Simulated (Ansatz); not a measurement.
Starting structure of a cell relaxation (symmetry kept):

Space group I4/mcm (No. 140). a = 6.659 Å, b = 6.659 Å, c = 5.447 Å, α = 90.00°, β = 90.00°, γ = 90.00°
| atom | site | symmetry | x | y | z |
| --- | --- | --- | --- | --- | --- |
| Mn | 4a | 422 | 0.0000 | 0.0000 | 0.2500 |
| Sn | 8h | m.2m | 0.1623 | 0.6623 | 0.0000 |

Level of theory: DFT r2SCAN, scalar-relativistic, plane waves, PAW in Ansatz 0.2.0.

Cutoff 500 eV; k points 8×8×8 on the computed 6-atom cell (Γ-centred); Gaussian smearing, width 0.10 eV; collinear spin from starting moments 3.86 3.86 0 0 0 0 μB.

**Question.** What does it relax to?

**Answer.** The volume rises by 1.33 Å³/atom to 21.45 Å³/atom, and the energy falls by 7.4 meV/atom. The cell ends with a moment of 6.84 μB (only this magnetic start was tried). Final structure:
```cif
data_structure
_symmetry_space_group_name_H-M 'P 1'
_symmetry_Int_Tables_number 1
_cell_length_a 5.5460
_cell_length_b 5.5460
_cell_length_c 5.5460
_cell_angle_alpha 105.067
_cell_angle_beta 105.067
_cell_angle_gamma 118.692
_cell_volume 128.73
loop_
_atom_site_label
_atom_site_type_symbol
_atom_site_fract_x
_atom_site_fract_y
_atom_site_fract_z
_atom_site_occupancy
Mn1 Mn 0.25000 0.25000 0.00000 1
Mn2 Mn 0.75000 0.75000 0.00000 1
Sn1 Sn 0.66443 0.16443 0.82885 1
Sn2 Sn 0.16443 0.33557 0.50000 1
Sn3 Sn 0.33557 0.83557 0.17115 1
Sn4 Sn 0.83557 0.66443 0.50000 1
```

The state reached may not be the lowest one. The program reads another magnetic order as possibly lower. Only parallel moments were tried here.

Cost: 1 run of about 37 core-minutes, on Intel Xeon Processor @ 2.50GHz (Skylake/Cascade Lake) (shared hosts).